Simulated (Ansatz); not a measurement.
GaP (zinc blende, F-43m), DFT-LDA in the program Ansatz with PAW potentials. The conduction-band minimum lies on the Γ–X line, 86 % of the way from Γ, with 6 equivalent valleys. Second derivatives d²E/dk² of the lowest band at one valley (eV·Å²), along Cartesian directions:

```json
[
 {"direction": "[100]", "d²E/dk²": "6.828"},
 {"direction": "[010]", "d²E/dk²": "34.39"},
 {"direction": "[001]", "d²E/dk²": "34.39"},
 {"direction": "[110]", "d²E/dk²": "20.62"},
 {"direction": "[101]", "d²E/dk²": "20.62"},
 {"direction": "[011]", "d²E/dk²": "34.26"}
]
```

Problem. Find the principal effective masses, the density-of-states mass and the conductivity mass.

Solution. Off-diagonal terms follow from H_xy = H[110] − (H_xx + H_yy)/2, and m*/mₑ = 7.620 eV·Å² over each eigenvalue: 0.22, 0.22, 1.1. One valley's DOS mass (m₁m₂m₃)^(1/3) = 0.38, conductivity mass 3/(Σ 1/mᵢ) = 0.30 mₑ.

Problem. What effective density of states Nc follows at 300 K for parabolic valleys?

Solution. Nc = 2.509e19 × 6 × (0.38)^(3/2) ≈ 3.5e19 cm⁻³.

Problem. With the computed static dielectric constant 12.5 (mean of the diagonal), estimate a hydrogenic donor's binding energy and radius.

Solution. E = 13.606 eV × 0.30/12.5² ≈ 26 meV; a = 0.529 Å × ε/m* ≈ 22 Å. Semilocal masses tend to be too small where the gap is.

Problem. With ε∞ = 10.6 and ω_LO = 395 cm⁻¹, what Fröhlich coupling constant follows?

Solution. α = (1/ε∞ − 1/ε0) √(m* × 13.606 eV/ħω_LO) = 0.13.

The LDA relaxation kept the symmetry of its start; phonons on a q-mesh show no instability. Spin–orbit coupling is left out wherever it is not named.

Potentials: the later of the program's two PAW sets.
